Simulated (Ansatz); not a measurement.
This run works on a proposed trial structure, not on a known crystal.

Input and command of a plane-wave DFT calculation in Ansatz:

```yaml
crystal:
  lattice:
    - [3.75, 0.0, 0.0]
    - [0.0, 3.75, 0.0]
    - [0.0, 0.0, 18.4]
  atoms:
    - { symbol: Sc, position: [0.0, 0.5, 0.93] }
    - { symbol: Sc, position: [0.5, 0.0, 0.07] }
    - { symbol: Ga, position: [0.0, 0.5, 0.737] }
    - { symbol: Ga, position: [0.0, 0.5, 0.602] }
    - { symbol: Ga, position: [0.0, 0.5, 0.195] }
    - { symbol: Ga, position: [0.0, 0.5, 0.331] }
    - { symbol: Ga, position: [0.0, 0.5, 0.466] }
    - { symbol: Ga, position: [0.5, 0.0, 0.263] }
    - { symbol: Ga, position: [0.5, 0.0, 0.398] }
    - { symbol: Ga, position: [0.5, 0.0, 0.805] }
    - { symbol: Ga, position: [0.5, 0.0, 0.669] }
    - { symbol: Ga, position: [0.5, 0.0, 0.534] }
    - { symbol: S, position: [0.0, 0.5, 0.07] }
    - { symbol: S, position: [0.5, 0.0, 0.93] }
basis:
  ecutwfc: 420
kpoints:
  mp_grid: { grid: [4, 4, 1] }
hamiltonian:
  xc: pbe
scf:
  occupations: { method: gaussian, width: 0.2 }
  lower_state_search: "off"
output:
  forces: true
  stress: true
  eigenvalues: true
relax:
  adjacent_minimum: "off"
  f_tol: 0.08
  max_steps: 16
  cell: { stress_tol: 0.8 }
```

```bash
ansatz run input.yaml --threads 1 --pin off --max-ram 2560MiB --backend cpu --events-out ev --progress --plain --runs-dir out
```

Processor: Arm Neoverse V1, 1 thread, on a host shared with other jobs.

Q: Estimate time, memory and problem size.

A: About 110 s, peak memory 0.61 GiB. It solves 99 bands at 6 k points (after reduction by symmetry) with about 5129 plane waves (on the last cell), in 62 SCF iterations over 7 ionic steps.
